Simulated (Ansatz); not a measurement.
Relaxing a structure of V

The start is a generated trial cell of V in the omega structure type. Cell shape, volume and atoms are optimised at zero target pressure with PBEsol (plane waves to 420 eV, PAW, scalar-relativistic; Ansatz, a program for electronic structure). The first steps use a coarse 9×9×12 k-mesh.

Starting cell:
```
V
1.0
    4.26631     0.00000     0.00000
   -2.13316     3.69474     0.00000
    0.00000     0.00000     2.59484
V
3
Direct
  0.00000   0.00000   0.00000
  0.33333   0.66667   0.50000
  0.66667   0.33333   0.50000
```
Spin-polarised start, with parallel moments on V.

| Property | Result |
|---|---|
| Initial pressure | -5.5 GPa (negative: the cell is under tension) |
| Energy released | 0.12 eV/atom |
| Volume change | -3.7 %, from 13.63 to 13.13 Å³/atom |
| Shortest distances (start → end) | The closest pairs of elements (up to four, under 3.6 Å), start → end: V–V 2.46 → 2.35 Å |
| Band gap at the end | zero (metallic) |
| Moments at the end | zero (the starting moments vanished) |
| Optimiser moves | 12 |

Final values are on a 12×12×20 k-mesh of the relaxed cell. No spin polarisation in the result: the starting moments vanished.

The run could not lose the symmetry of its start, so the end can be a saddle point.

All atoms sit on sites fixed by symmetry, so only the cell could relax.

The relaxed structure here is a generated cell of V: the first start was made by placing the elements on the sites of a structure type, and the end was not matched to a known phase here, so it may be hypothetical. Known forms of V include space group No. 229.
